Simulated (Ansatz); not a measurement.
Values for one crystal, relaxed and computed with the program Ansatz at the r²SCAN level (PAW); other levels are named.

- Volume per atom: 19.61 Å³
- Band gap: 4.96 eV (direct)
- Formation energy from the elements (no fitted shifts): -166 kJ/mol-atom
- Bulk modulus (Birch–Murnaghan fit): 359 kbar
- Pressure derivative B′: 4.9
- Hole effective mass, band 3 of 3 at the edge: 0.62 along [100], 0.46 along [110], 0.42 along [111] (mₑ)
- Valence-band maximum: at Γ

**Question.** Which of these materials gives this?
A. CaCl2, Pbcn (Ca on 4c, Cl on 8d)
B. Na6MgCl8, Fm-3m (Na on 24d, Mg on 4a, Cl on 8c, Cl on 24e)
C. K2LiCuF6, Fm-3m (K on 8c, Li on 4b, Cu on 4a, F on 24e)
D. Li2ZnCl4, spinel

**Answer.** D, Li2ZnCl4, spinel

Space group Fd-3m (spinel). The first step of the workflow began from a Materials Project structure, measured or hypothetical; the Crystallography Open Database files this formula in space group No. 227, but the cells were not matched. Whether it is the stable phase at ambient conditions was not checked. The r²SCAN relaxation kept the symmetry of its start; its stability against distortions is not shown here. The references are the lowest solids computed at this level, not always the standard phases (solids in place of the gases).

Potentials: the later of the program's two PAW sets.
